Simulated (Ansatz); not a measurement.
I:
```
CELL_PARAMETERS angstrom
      3.67246    -2.24390     0.00000
      3.67246     2.24390     0.00000
      0.00000     0.00000     9.64209
ATOMIC_POSITIONS crystal
  I  0.82857 0.17143 0.12243
  I  0.17143 0.82857 0.87757
  I  0.32857 0.67143 0.37757
  I  0.67143 0.32857 0.62243
```

This is the PBE+D3(BJ)-relaxed structure. Cartesian axes are those of the cell as given.

Problem. All from the program Ansatz at the PBE+D3(BJ) level (PAW), unless another level is named. Predict the band gap.

Solution. 0.83 eV (indirect).

Problem. Predict the smallest direct gap on the standard path.

Solution. 1.14 eV.

Problem. And the valence-band maximum?

Solution. at R (k = 0.000, 0.500, 0.500).

Space group Cmce (molecular I2 type). The cell was relaxed with PBE+D3(BJ) under the symmetry of its start. Spin–orbit coupling is left out wherever it is not named.

Potentials: the earlier of the program's two PAW sets.
